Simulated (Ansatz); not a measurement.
Sn: an elastic constant from a strain scan

Method: DFT PBEsol+D3(BJ), scalar-relativistic, plane waves, PAW (Ansatz). The runs took a 420 eV cutoff, a Γ-centred 24×24×24 mesh and Gaussian smearing (0.15 eV). No spin polarisation. Energies are free energies at this smearing, counted from the undisturbed cell; pressure is positive in compression.

The undisturbed cell (relaxed at this level; this form isn't the usual structure):

```
Sn
1.0
    -1.82215    1.73046    1.98682
     1.82215   -1.73046    1.98682
     1.82215    1.73046   -1.98682
Sn
1
Direct
  0.00000 0.00000 0.00000
```

The cell is strained by ε times the Voigt pattern (0, 0, 1, 0, 0, 0) (xx, yy, zz, yz, xz, xy; engineering shear) with fractional coordinates fixed. The cell holds 1 atom in V0 = 25.06 Å³. The stress column is τ = (1/V0) dE/dε, got from the stress tensor σ (compression positive) at each point as −det(1 + εP) σ : P(1 + εP)⁻¹, with P the pattern as a tensor.

| ε | ΔE (meV/atom) | τ (GPa) |
| --- | --- | --- |
| -0.0600 | 18.088 | -4.439 |
| -0.0450 | 9.307 | -3.060 |
| -0.0300 | 3.626 | -1.811 |
| -0.0150 | 0.648 | -0.754 |
| 0.0000 | 0.000 | 0.191 |
| 0.0150 | 1.466 | 1.038 |
| 0.0300 | 4.789 | 1.782 |
| 0.0450 | 9.775 | 2.456 |
| 0.0525 | 12.839 | 2.765 |
| 0.0600 | ? | ? |

Task: Which combination of elastic constants does this scan measure, and how large is it?

Result: For small ε, τ = τ0 + Kε with K = pᵀCp, which for this pattern is C33 in the Cartesian frame shown. The parabola through τ at ε = -0.0150, 0 and 0.0150 has slope K = 60 GPa at zero. The energies per cell, E = NΔE, of the same two points give K = 2[E(ε₊)/ε₊ − E(ε₋)/ε₋]/[(ε₊ − ε₋)V0] = 60 GPa, in agreement.

Task: Predict the withheld row at ε = 0.0600 from the harmonic law, and compare.

Result: ΔE = V0(τ0 ε + Kε²/2)/N = 18.613 meV/atom and τ = 3.78 GPa. The calculation gives 16.258 meV/atom and 3.06 GPa: the energy lies 13 % below the harmonic value, as bonds soften when stretched.

In a metal these slopes depend on the k mesh and the smearing.

Cost: 10 runs of about 5.4 core-minutes in all, on Arm Neoverse V1 (shared hosts).